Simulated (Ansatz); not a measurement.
Calculation for Au (bcc type): DFT, LDA, all-electron LAPW, scalar-relativistic (Ansatz 0.2.0).

The cell comes from a relaxation on PAW files under the same functional, begun from a prototype that needn't be the stable phase.

Command: `ansatz run input.yaml --threads 1 --pin off --max-ram 2048MiB --backend cpu --events-out ev --progress --plain --runs-dir out` It took 31 s on 1 thread of Arm Neoverse V1, on a shared host, peak memory 0.38 GiB.

```yaml
crystal:
  lattice:
    - [-1.6079296413, 1.6079296413, 1.6079296413]
    - [1.6079296413, -1.6079296413, 1.6079296413]
    - [1.6079296413, 1.6079296413, -1.6079296413]
  atoms:
    - { symbol: Au, position: [0.0, 0.0, 0.0] }
kpoints:
  mp_grid: { grid: [17, 17, 17] }
  band_path:
    path:
      - [0.0, 0.0, 0.0]
      - [0.5, -0.5, 0.5]
      - [0.0, 0.0, 0.5]
      - [0.0, 0.0, 0.0]
      - [0.25, 0.25, 0.25]
      - [0.5, -0.5, 0.5]
      - [0.25, 0.25, 0.25]
      - [0.0, 0.0, 0.5]
    npoints: 14
scf:
  occupations: { method: fermi_dirac, width: 0.1 }
hamiltonian:
  xc: lda
  pseudopotentials: { kind: all_electron, lapw: { basis_error: 0.001 } }
output:
  forces: true
  stress: true
  eigenvalues: true
  populations: true
  dos: { projected: true, de: 0.2, e_range: [-14, 8] }
```

Output:

```
Au: projections on atomic orbitals take those of the free atom 1s2 2s2 2p6 3s2 3p6 3d10 4s2 4p6 4d10 4f14 5s2 5p6 5d10 6s1, of charge +0.00 (hamiltonian.pseudopotentials.projection_atoms)
LAPW: plane waves up to 8.400 Å⁻¹, error target 1.0e-3 eV per atom; small_component_spin mean_spin; Au in spheres of 1.393 Å, 43 of its electrons in bands, Dirac shells [] (how accurate: hamiltonian.pseudopotentials.lapw.basis_error, Limitations)
Engine: ansatz 0.2.0
Pseudopotentials: kind: all_electron
Pseudopotential: Au, LAPW, valence charge 43, lapw/all_electron/scalar/gaussian/Au, Koelling and Harmon's equation, gaussian nucleus
Functional definition: SPW92
  exchange = slater_x
  correlation = pw_c
Crystal: 1 atoms, lattice volume = 16.629 Å³
Basis set: ecut = 268.85155560093483 eV, 177 PW (Γ), exchange–correlation at level 2
Bands: 26, of which v1, the nominal top of the filled ones, is band 22 counted from 1 (21 counted from 0)
Symmetry: 48 space group operations
Space group: Im-3m (ITA 229), of the structure as read, at distance tolerance 2.6e-5 Å
k-points: 165 of 4913
Non-local potential: Au, projectors of the file, none
Initial density: superposition of atomic densities (chi_scale 0.1, normalization cell)
Initial wavefunctions: plane waves of lowest kinetic energy (no species holds an atomic orbital)
Functional: x = slater, c = lda
iter 1 solved again at ethr=2.05e-4 eV; its pass at ethr=1.00e-1 eV (dr2=8.81e-2 eV) is discarded
SCF iter   1: F=—  HF=-516941.005332 eV  |F-HF|=—  |Δ(HF+E_count)|=         —  Δρ=2.90e-2  dr2=8.83e-2  ethr=2.05e-4  ⟨swp⟩=2.9  Hψ=27109  notcnv=0
preconditioner: auto → Kerker (q_TF=auto, 3.196 Å⁻¹)  [metal: Δε(μ)=0.006 eV  Ē_g=15.982 eV  σ=0.100 eV  W_gap=0.02  n_scr=12 (ndim 8)  ℏωp=30.2 eV  f_vac=0.000  D(μ)=0.37/eV (n_scr^D=0)]
iter 2 solved again at ethr=1.73e-5 eV; its pass at ethr=2.05e-4 eV (dr2=7.42e-3 eV) is discarded
SCF iter   2: F=—  HF=-516940.707621 eV  |F-HF|=—  |Δ(HF+E_count)|=   2.98e-1  Δρ=7.02e-3  dr2=7.42e-3  ethr=1.73e-5  ⟨swp⟩=2.0  Hψ=22049  notcnv=0
SCF iter   3: F=—  HF=-516940.683479 eV  |F-HF|=—  |Δ(HF+E_count)|=         —  Δρ=7.84e-3  dr2=9.01e-3  ethr=1.73e-5  ⟨swp⟩=2.0  Hψ=12476  notcnv=0
the basis was enlarged: its passes take 56.1 KiB over the memory plan, 1 of 1 planned eigensolver slots
SCF iter   4: F=—  HF=-516940.680834 eV  |F-HF|=—  |Δ(HF+E_count)|=   2.65e-3  Δρ=4.56e-3  dr2=3.54e-3  ethr=1.73e-5  ⟨swp⟩=2.0  Hψ=11745  notcnv=0
SCF iter   5: F=—  HF=-516940.680683 eV  |F-HF|=—  |Δ(HF+E_count)|=   1.51e-4  Δρ=1.88e-3  dr2=6.87e-4  ethr=8.23e-6  ⟨swp⟩=2.0  Hψ=12289  notcnv=0
SCF iter   6: F=—  HF=-516940.680759 eV  |F-HF|=—  |Δ(HF+E_count)|=   7.58e-5  Δρ=3.04e-4  dr2=1.12e-5  ethr=1.60e-6  ⟨swp⟩=2.0  Hψ=12474  notcnv=0
SCF iter   7: F=—  HF=-516940.680758 eV  |F-HF|=—  |Δ(HF+E_count)|=   3.97e-7  Δρ=5.61e-5  dr2=2.73e-7  ethr=2.59e-8  ⟨swp⟩=2.0  Hψ=12475  notcnv=0
SCF iter   8: F=-516940.680758 eV  HF=-516940.680758 eV  |F-HF|=7.57e-10  |Δ(HF+E_count)|=   1.12e-8  Δρ=5.74e-6  dr2=2.15e-9  ethr=6.36e-10  ⟨swp⟩=2.0  Hψ=12475  notcnv=0
SCF 1 converged in 8 iterations: F = -516940.680758 eV  dr2 = 2.15e-9
NSCF: frozen V_eff on 99 k-points
SCF converged after 8 iterations
Free energy (F): -516940.680758 eV
Harris-Foulkes:  -516940.680758 eV  (|F-HF|=7.57e-10)
Internal energy: -516940.669605 eV  (E = F + TS)
E sigma→0 (E₀):  -516940.675181 eV
Entropy (-TS):   -0.011154 eV (-11.154 meV/atom)
Fermi energy:    25.519904 eV
--- Per-component energies (eV) ---
  E_band       = -3828.572892
  E_kinetic    = 589032.281052
  E_xc         = -9628.633183
  E_electrostatic = -1096344.317474  (all electrons and nuclei)
  E_smearing   = -0.011154  (= −TS)
  E_closure    = -0.000000  (closes the sum)
  E_atoms      = -516936.223186  (free atoms, spherical and without spin; not in F)
  Σ components = -516940.680758   (vs F -516940.680758, Δ=0.00e0)
  Basis errors (estimates in eV, not in F): energy 2.6e-4 per atom: plane waves 2.3e-4 (1.2e-4 summed), levels above the bands 2.1e-73, relativity 9.7e-9, radial functions 3.8e-5, core shells 4.4e-8; eigenvalues (radial functions only) 7.7e-6; not estimated: angular momenta, meshes, grids; target (lapw.basis_error) 1.0e-3; muffin-tin radii Au 1.393 Å
--- Forces (eV/Å), atoms counted from 1 ---
  atom   1  Au    -0.00000000     0.00000000     0.00000000
  max |Σ_I F_I| component: 6.57e-32 eV/Å
--- Stress (GPa, compression-positive) ---
       -0.014755       0.000000       0.000000
        0.000000      -0.014755       0.000000
        0.000000       0.000000      -0.014755
  P = ⅓ Tr σ = -0.0148 GPa (-0.148 kbar)
--- Band table (eV; the first three rows and the last of 165) ---
  k-point 0: bands = ["-296.9387", "-296.9387", "-296.9387", "-296.9149", "-296.9149", "-80.0885", "-53.1829", "-53.1678", "-53.1678", "-53.1678", "-53.1535", "-53.1535", "-53.1535", "-31.2934", "-31.2934", "-31.2934", "15.4061", "20.5993", "20.5993", "20.5993", "22.6477", "22.6477", "42.0530", "42.0530", "42.0530", "50.2380"]
  k-point 1: bands = ["-296.9387", "-296.9387", "-296.9387", "-296.9149", "-296.9149", "-80.0880", "-53.1829", "-53.1678", "-53.1677", "-53.1677", "-53.1535", "-53.1535", "-53.1535", "-31.3019", "-31.2965", "-31.2933", "15.5375", "20.5558", "20.6027", "20.6944", "22.5941", "22.6508", "42.0696", "42.0942", "42.2254", "48.5836"]
  k-point 2: bands = ["-296.9387", "-296.9387", "-296.9387", "-296.9149", "-296.9149", "-80.0865", "-53.1830", "-53.1677", "-53.1677", "-53.1677", "-53.1536", "-53.1535", "-53.1535", "-31.3265", "-31.3053", "-31.2930", "15.9201", "20.4332", "20.6078", "20.9742", "22.4663", "22.6612", "41.8720", "42.0914", "42.7274", "46.8854"]
  k-point 164: bands = ["-296.9387", "-296.9387", "-296.9387", "-296.9149", "-296.9149", "-80.0610", "-53.1854", "-53.1668", "-53.1668", "-53.1668", "-53.1541", "-53.1541", "-53.1541", "-31.4842", "-31.4831", "-31.4831", "18.5704", "18.5822", "23.7832", "23.7832", "23.8390", "31.3217", "32.0282", "32.0282", "35.9699", "41.9273"]
--- Löwdin populations: 1 site ---
  site symbol       q [e]
     0     Au     78.8346
  spilling = 0.002094 (of n_electrons = 79.000000)
```

populations.tsv:

```
# site	symbol	l	j	q
# orbitals = lowdin
# n_electrons = 79.000000
# spilling = 0.002094
# projection_atom_Au: 1s2 2s2 2p6 3s2 3p6 3d10 4s2 4p6 4d10 4f14 5s2 5p6 5d10 6s1
0	Au	0_1S	-	1.999999
0	Au	0_2S	-	1.999995
0	Au	0_3S	-	1.999945
0	Au	0_4S	-	1.999445
0	Au	0_5S	-	1.992026
0	Au	0_6S	-	1.112020
0	Au	1_2P	-	6.000000
0	Au	1_3P	-	5.999997
0	Au	1_4P	-	5.999982
0	Au	1_5P	-	5.998796
0	Au	2_3D	-	9.999998
0	Au	2_4D	-	9.999984
0	Au	2_5D	-	9.732403
0	Au	3_4F	-	13.999982
```

Next run (volume at 0.95 of the series' base cell), as changes to the input before:

```diff
   lattice:
-    - [-1.6079296413, 1.6079296413, 1.6079296413]
-    - [1.6079296413, -1.6079296413, 1.6079296413]
-    - [1.6079296413, 1.6079296413, -1.6079296413]
+    - [-1.5806713306, 1.5806713306, 1.5806713306]
+    - [1.5806713306, -1.5806713306, 1.5806713306]
+    - [1.5806713306, 1.5806713306, -1.5806713306]
   atoms:
   mp_grid: { grid: [17, 17, 17] }
-  band_path:
-    path:
-      - [0.0, 0.0, 0.0]
-      - [0.5, -0.5, 0.5]
-      - [0.0, 0.0, 0.5]
-      - [0.0, 0.0, 0.0]
-      - [0.25, 0.25, 0.25]
-      - [0.5, -0.5, 0.5]
-      - [0.25, 0.25, 0.25]
-      - [0.0, 0.0, 0.5]
-    npoints: 14
 scf:
   populations: true
-  dos: { projected: true, de: 0.2, e_range: [-14, 8] }
```

Results part of the output:

```
SCF 1 converged in 8 iterations: F = -516940.653070 eV  dr2 = 1.97e-9
SCF converged after 8 iterations
Free energy (F): -516940.653070 eV
Harris-Foulkes:  -516940.653070 eV  (|F-HF|=8.15e-10)
Internal energy: -516940.642252 eV  (E = F + TS)
E sigma→0 (E₀):  -516940.647661 eV
Entropy (-TS):   -0.010818 eV (-10.818 meV/atom)
Fermi energy:    27.283491 eV
--- Per-component energies (eV) ---
  E_band       = -3762.180934
  E_kinetic    = 589035.886545
  E_xc         = -9629.364462
  E_electrostatic = -1096347.164335  (all electrons and nuclei)
  E_smearing   = -0.010818  (= −TS)
  E_closure    = 0.000000  (closes the sum)
  E_atoms      = -516936.223186  (free atoms, spherical and without spin; not in F)
  Σ components = -516940.653070   (vs F -516940.653070, Δ=0.00e0)
  Basis errors (estimates in eV, not in F): energy 2.7e-4 per atom: plane waves 2.3e-4 (1.2e-4 summed), levels above the bands 8.8e-76, relativity 1.1e-8, radial functions 4.0e-5, core shells 7.7e-8; eigenvalues (radial functions only) 7.7e-6; not estimated: angular momenta, meshes, grids; target (lapw.basis_error) 1.0e-3; muffin-tin radii Au 1.369 Å
--- Forces (eV/Å), atoms counted from 1 ---
  atom   1  Au    -0.00000000     0.00000000     0.00000000
  max |Σ_I F_I| component: 2.63e-31 eV/Å
--- Stress (GPa, compression-positive) ---
       11.321778      -0.000000       0.000000
       -0.000000      11.321778      -0.000000
        0.000000      -0.000000      11.321778
  P = ⅓ Tr σ = 11.3218 GPa (113.218 kbar)
--- Band table (eV; the first three rows and the last of 165) ---
  k-point 0: bands = ["-295.3669", "-295.3669", "-295.3669", "-295.3420", "-295.3420", "-78.5388", "-51.6130", "-51.5976", "-51.5976", "-51.5976", "-51.5824", "-51.5824", "-51.5824", "-29.7257", "-29.7257", "-29.7257", "16.5847", "22.0343", "22.0343", "22.0343", "24.2548", "24.2548", "43.7753", "43.7753", "43.7753", "52.9441"]
  k-point 1: bands = ["-295.3669", "-295.3669", "-295.3669", "-295.3420", "-295.3420", "-78.5382", "-51.6131", "-51.5976", "-51.5976", "-51.5975", "-51.5824", "-51.5824", "-51.5824", "-29.7363", "-29.7295", "-29.7256", "16.7226", "21.9864", "22.0373", "22.1371", "24.1949", "24.2582", "43.8244", "43.8259", "43.9626", "50.9945"]
  k-point 2: bands = ["-295.3669", "-295.3669", "-295.3669", "-295.3420", "-295.3420", "-78.5362", "-51.6133", "-51.5975", "-51.5975", "-51.5974", "-51.5825", "-51.5824", "-51.5824", "-29.7663", "-29.7403", "-29.7254", "17.1235", "21.8520", "22.0405", "22.4400", "24.0531", "24.2698", "43.7400", "43.8566", "44.5085", "49.3737"]
  k-point 164: bands = ["-295.3669", "-295.3669", "-295.3669", "-295.3420", "-295.3420", "-78.5031", "-51.6163", "-51.5963", "-51.5963", "-51.5963", "-51.5832", "-51.5832", "-51.5832", "-29.9575", "-29.9561", "-29.9561", "19.8067", "19.8198", "25.5025", "25.5025", "25.5657", "33.1453", "33.8456", "33.8456", "38.3593", "44.2720"]
--- Löwdin populations: 1 site ---
  site symbol       q [e]
     0     Au     78.8271
  spilling = 0.002188 (of n_electrons = 79.000000)
```

Next run (volume at 0.85 of the series' base cell), as changes to the input before:

```diff
   lattice:
-    - [-1.5806713306, 1.5806713306, 1.5806713306]
-    - [1.5806713306, -1.5806713306, 1.5806713306]
-    - [1.5806713306, 1.5806713306, -1.5806713306]
+    - [-1.5231406768, 1.5231406768, 1.5231406768]
+    - [1.5231406768, -1.5231406768, 1.5231406768]
+    - [1.5231406768, 1.5231406768, -1.5231406768]
   atoms:
```

Results part of the output:

```
SCF 1 converged in 8 iterations: F = -516940.360929 eV  dr2 = 1.74e-9
SCF converged after 8 iterations
Free energy (F): -516940.360929 eV
Harris-Foulkes:  -516940.360929 eV  (|F-HF|=1.46e-9)
Internal energy: -516940.351203 eV  (E = F + TS)
E sigma→0 (E₀):  -516940.356066 eV
Entropy (-TS):   -0.009725 eV (-9.725 meV/atom)
Fermi energy:    31.481893 eV
--- Per-component energies (eV) ---
  E_band       = -3605.358065
  E_kinetic    = 589045.908802
  E_xc         = -9631.252089
  E_electrostatic = -1096355.007917  (all electrons and nuclei)
  E_smearing   = -0.009725  (= −TS)
  E_closure    = 0.000000  (closes the sum)
  E_atoms      = -516936.223186  (free atoms, spherical and without spin; not in F)
  Σ components = -516940.360929   (vs F -516940.360929, Δ=0.00e0)
  Basis errors (estimates in eV, not in F): energy 2.6e-4 per atom: plane waves 2.3e-4 (1.2e-4 summed), levels above the bands 4.4e-81, relativity 1.3e-8, radial functions 2.9e-5, core shells 2.5e-7; eigenvalues (radial functions only) 6.5e-6; not estimated: angular momenta, meshes, grids; target (lapw.basis_error) 1.0e-3; muffin-tin radii Au 1.319 Å
--- Forces (eV/Å), atoms counted from 1 ---
  atom   1  Au    -0.00000000     0.00000000    -0.00000000
  max |Σ_I F_I| component: 7.89e-31 eV/Å
--- Stress (GPa, compression-positive) ---
       49.090474       0.000000      -0.000000
        0.000000      49.090474      -0.000000
       -0.000000      -0.000000      49.090474
  P = ⅓ Tr σ = 49.0905 GPa (490.905 kbar)
--- Band table (eV; the first three rows and the last of 165) ---
  k-point 0: bands = ["-291.6424", "-291.6424", "-291.6424", "-291.6152", "-291.6152", "-74.8839", "-47.8939", "-47.8783", "-47.8783", "-47.8783", "-47.8609", "-47.8609", "-47.8609", "-26.0204", "-26.0204", "-26.0204", "19.3819", "25.3982", "25.3982", "25.3982", "28.0338", "28.0338", "47.7473", "47.7473", "47.7473", "58.5427"]
  k-point 1: bands = ["-291.6424", "-291.6424", "-291.6424", "-291.6152", "-291.6152", "-74.8827", "-47.8940", "-47.8783", "-47.8783", "-47.8783", "-47.8610", "-47.8609", "-47.8609", "-26.0366", "-26.0261", "-26.0203", "19.5354", "25.3396", "25.4001", "25.5198", "27.9577", "28.0378", "47.8194", "47.8713", "47.9685", "56.5156"]
  k-point 2: bands = ["-291.6424", "-291.6424", "-291.6424", "-291.6152", "-291.6152", "-74.8794", "-47.8943", "-47.8782", "-47.8781", "-47.8781", "-47.8611", "-47.8610", "-47.8609", "-26.0829", "-26.0423", "-26.0200", "19.9801", "25.1754", "25.3981", "25.8785", "27.7800", "28.0521", "47.9232", "48.0332", "48.6145", "54.7159"]
  k-point 164: bands = ["-291.6424", "-291.6424", "-291.6424", "-291.6152", "-291.6152", "-74.8216", "-47.8995", "-47.8761", "-47.8760", "-47.8760", "-47.8624", "-47.8624", "-47.8624", "-26.3698", "-26.3675", "-26.3675", "22.6818", "22.6987", "29.5637", "29.5637", "29.6465", "37.4249", "38.1277", "38.1277", "43.9960", "49.8112"]
--- Löwdin populations: 1 site ---
  site symbol       q [e]
     0     Au     78.8151
  spilling = 0.002340 (of n_electrons = 79.000000)
```

Next run (volume at 0.75 of the series' base cell), as changes to the input before:

```diff
   lattice:
-    - [-1.5231406768, 1.5231406768, 1.5231406768]
-    - [1.5231406768, -1.5231406768, 1.5231406768]
-    - [1.5231406768, 1.5231406768, -1.5231406768]
+    - [-1.4609010315, 1.4609010315, 1.4609010315]
+    - [1.4609010315, -1.4609010315, 1.4609010315]
+    - [1.4609010315, 1.4609010315, -1.4609010315]
   atoms:
```

Results part of the output:

```
SCF 1 converged in 8 iterations: F = -516939.513717 eV  dr2 = 9.27e-10
SCF converged after 8 iterations
Free energy (F): -516939.513717 eV
Harris-Foulkes:  -516939.513717 eV  (|F-HF|=1.34e-9)
Internal energy: -516939.504603 eV  (E = F + TS)
E sigma→0 (E₀):  -516939.509160 eV
Entropy (-TS):   -0.009114 eV (-9.114 meV/atom)
Fermi energy:    36.853159 eV
--- Per-component energies (eV) ---
  E_band       = -3406.358473
  E_kinetic    = 589061.469423
  E_xc         = -9633.918015
  E_electrostatic = -1096367.056011  (all electrons and nuclei)
  E_smearing   = -0.009114  (= −TS)
  E_closure    = 0.000000  (closes the sum)
  E_atoms      = -516936.223186  (free atoms, spherical and without spin; not in F)
  Σ components = -516939.513717   (vs F -516939.513717, Δ=0.00e0)
  Basis errors (estimates in eV, not in F): energy 2.6e-4 per atom: plane waves 2.3e-4 (1.2e-4 summed), levels above the bands 1.8e-87, relativity 1.4e-8, radial functions 2.9e-5, core shells 9.2e-7; eigenvalues (radial functions only) 1.9e-6; not estimated: angular momenta, meshes, grids; target (lapw.basis_error) 1.0e-3; muffin-tin radii Au 1.265 Å
--- Forces (eV/Å), atoms counted from 1 ---
  atom   1  Au     0.00000000     0.00000000     0.00000000
  max |Σ_I F_I| component: 1.64e-31 eV/Å
--- Stress (GPa, compression-positive) ---
      122.248545      -0.000000       0.000000
       -0.000000     122.248545       0.000000
        0.000000       0.000000     122.248545
  P = ⅓ Tr σ = 122.2485 GPa (1222.485 kbar)
--- Band table (eV; the first three rows and the last of 165) ---
  k-point 0: bands = ["-286.8968", "-286.8968", "-286.8968", "-286.8674", "-286.8674", "-70.2624", "-43.1565", "-43.1422", "-43.1422", "-43.1422", "-43.1218", "-43.1218", "-43.1218", "-21.3126", "-21.3126", "-21.3126", "22.9705", "29.6233", "29.6233", "29.6233", "32.7995", "32.7995", "52.6335", "52.6335", "52.6335", "65.2083"]
  k-point 1: bands = ["-286.8968", "-286.8968", "-286.8968", "-286.8674", "-286.8674", "-70.2603", "-43.1567", "-43.1421", "-43.1421", "-43.1421", "-43.1219", "-43.1218", "-43.1218", "-21.3386", "-21.3214", "-21.3125", "23.1450", "29.5500", "29.6236", "29.7698", "32.6998", "32.8043", "52.7327", "52.8516", "52.8961", "63.2577"]
  k-point 2: bands = ["-286.8968", "-286.8967", "-286.8967", "-286.8674", "-286.8674", "-70.2541", "-43.1572", "-43.1420", "-43.1419", "-43.1417", "-43.1222", "-43.1219", "-43.1219", "-21.4129", "-21.3467", "-21.3123", "23.6473", "29.3454", "29.6142", "30.2023", "32.4712", "32.8217", "52.9232", "53.3044", "53.6639", "61.1747"]
  k-point 164: bands = ["-286.8967", "-286.8967", "-286.8967", "-286.8674", "-286.8674", "-70.1486", "-43.1663", "-43.1380", "-43.1380", "-43.1380", "-43.1244", "-43.1244", "-43.1244", "-21.8578", "-21.8538", "-21.8538", "26.2528", "26.2757", "34.7219", "34.7219", "34.8329", "42.8324", "43.5598", "43.5598", "51.1275", "56.8520"]
--- Löwdin populations: 1 site ---
  site symbol       q [e]
     0     Au     78.8046
  spilling = 0.002474 (of n_electrons = 79.000000)
```

Next run (volume at 0.65 of the series' base cell), as changes to the input before:

```diff
   lattice:
-    - [-1.4609010315, 1.4609010315, 1.4609010315]
-    - [1.4609010315, -1.4609010315, 1.4609010315]
-    - [1.4609010315, 1.4609010315, -1.4609010315]
+    - [-1.3928515339, 1.3928515339, 1.3928515339]
+    - [1.3928515339, -1.3928515339, 1.3928515339]
+    - [1.3928515339, 1.3928515339, -1.3928515339]
   atoms:
```

Results part of the output:

```
SCF 1 converged in 7 iterations: F = -516937.579464 eV  dr2 = 7.42e-8
SCF converged after 7 iterations
Free energy (F): -516937.579464 eV
Harris-Foulkes:  -516937.579464 eV  (|F-HF|=1.11e-9)
Internal energy: -516937.571062 eV  (E = F + TS)
E sigma→0 (E₀):  -516937.575263 eV
Entropy (-TS):   -0.008401 eV (-8.401 meV/atom)
Fermi energy:    43.911378 eV
--- Per-component energies (eV) ---
  E_band       = -6147.596284
  E_kinetic    = 589086.214475
  E_xc         = -9637.762750
  E_electrostatic = -1096386.022788  (all electrons and nuclei)
  E_smearing   = -0.008401  (= −TS)
  E_closure    = 0.000000  (closes the sum)
  E_atoms      = -516936.223186  (free atoms, spherical and without spin; not in F)
  Σ components = -516937.579464   (vs F -516937.579464, Δ=0.00e0)
  Basis errors (estimates in eV, not in F): energy 2.6e-4 per atom: plane waves 2.3e-4 (1.2e-4 summed), levels above the bands 2.4e-112, relativity 1.5e-8, radial functions 2.7e-5, core shells 4.5e-8; eigenvalues (radial functions only) 2.3e-6; not estimated: angular momenta, meshes, grids; target (lapw.basis_error) 1.0e-3; muffin-tin radii Au 1.206 Å
--- Forces (eV/Å), atoms counted from 1 ---
  atom   1  Au    -0.00000000     0.00000000     0.00000000
  max |Σ_I F_I| component: 4.11e-31 eV/Å
--- Stress (GPa, compression-positive) ---
      267.365516      -0.000000      -0.000000
       -0.000000     267.365516      -0.000000
       -0.000000      -0.000000     267.365516
  P = ⅓ Tr σ = 267.3655 GPa (2673.655 kbar)
--- Band table (eV; the first three rows and the last of 165) ---
  k-point 0: bands = ["-500.1356", "-500.1356", "-500.1356", "-280.6807", "-280.6807", "-280.6807", "-280.6496", "-280.6496", "-64.2737", "-36.9532", "-36.9435", "-36.9435", "-36.9435", "-36.9185", "-36.9185", "-36.9185", "-15.1596", "-15.1596", "-15.1596", "27.7391", "35.0766", "35.0766", "35.0766", "38.9735", "38.9735", "58.8133", "58.8133", "58.8133", "73.7283", "73.7283"]
  k-point 1: bands = ["-500.1356", "-500.1356", "-500.1356", "-280.6807", "-280.6807", "-280.6807", "-280.6496", "-280.6496", "-64.2695", "-36.9535", "-36.9434", "-36.9434", "-36.9433", "-36.9187", "-36.9185", "-36.9185", "-15.2036", "-15.1740", "-15.1596", "27.9432", "34.9824", "35.0747", "35.2573", "38.8377", "38.9788", "58.9483", "59.1284", "59.1554", "71.7570", "72.8583"]
  k-point 2: bands = ["-500.1356", "-500.1356", "-500.1356", "-280.6807", "-280.6807", "-280.6807", "-280.6496", "-280.6496", "-64.2574", "-36.9544", "-36.9432", "-36.9429", "-36.9427", "-36.9192", "-36.9187", "-36.9186", "-15.3287", "-15.2152", "-15.1597", "28.5253", "34.7207", "35.0553", "35.7910", "38.5339", "38.9998", "59.2492", "59.9744", "60.0493", "69.3352", "70.9521"]
  k-point 164: bands = ["-500.1356", "-500.1356", "-500.1356", "-280.6807", "-280.6807", "-280.6807", "-280.6496", "-280.6496", "-64.0532", "-36.9717", "-36.9353", "-36.9353", "-36.9353", "-36.9235", "-36.9235", "-36.9235", "-16.0463", "-16.0392", "-16.0392", "30.8055", "30.8386", "41.4644", "41.4644", "41.6174", "49.8899", "50.6712", "50.6712", "60.3794", "66.0200", "66.1070"]
--- Löwdin populations: 1 site ---
  site symbol       q [e]
     0     Au     78.7936
  spilling = 0.002613 (of n_electrons = 79.000000)
```

Spin–orbit coupling is left out, which matters for the heavy atoms. The structure type is held throughout; the real material can change phase at far lower pressure.
